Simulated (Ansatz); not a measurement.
LaBi (rock salt)

```yaml
crystal:
  lattice:
    - [0.00000, 3.33114, 3.33114]
    - [3.33114, 0.00000, 3.33114]
    - [3.33114, 3.33114, 0.00000]
  atoms:
    - { symbol: La, position: [0.50000, 0.50000, 0.50000] }
    - { symbol: Bi, position: [0.00000, 0.00000, 0.00000] }
```

This relaxed cell (volume V₀) is scaled evenly in all directions, its shape held. Symmetry pins the atoms to their sites.

Method: r2SCAN (plane waves to 500 eV, PAW, scalar-relativistic; Ansatz, a program for electronic structure). k mesh 12×12×12 (Γ-centred), Fermi-Dirac smearing 0.05 eV. E stands for the smeared free energy. Stress and pressure are positive under compression. LaBi is run without spin polarisation. LaBi was relaxed with its symmetry unable to fall. Spin-orbit coupling is left out, though Bi is heavy. The zero of ΔE is the relaxed starting cell. The last digit holds for this mesh only.

| V (Å³/atom) | ΔE (meV/atom) |
|---|---|
| 33.267 | 69.8 |
| 34.192 | 37.4 |
| 35.116 | 15.8 |
| 36.040 | 3.8 |
| 36.964 | 0.0 |
| 37.888 | 3.6 |
| 38.812 | 13.5 |
| 39.736 | 29.2 |
| 40.660 | withheld |

Q: Fit a third-order Birch-Murnaghan form (E₀, V₀, B₀, B₀′ free) to the given rows and predict ΔE at V = 40.660.

A: Least squares on the 8 given rows: ΔE = E₀ + (9V₀B₀/16)·y²·[2 + (B₀′ − 4)y], y = (V₀/V)^(2/3) − 1, with V₀ = 36.957 Å³/atom, B₀ = 50.67 GPa (160.2 GPa = 1 eV/Å³; the term in eV is multiplied by 1000), B₀′ = 4.17, E₀ = 0.01 meV/atom; root-mean-square residual 0.03 meV/atom. At 40.660 the fit gives 49.8 meV/atom; the calculation gives 49.8 meV/atom, the same to the digits shown. For the pressure the fit gives -4.0 GPa against the computed -4.0 GPa.

(A scan under strain: stresses follow from slopes of the energy per volume, elastic moduli from its curvatures.)
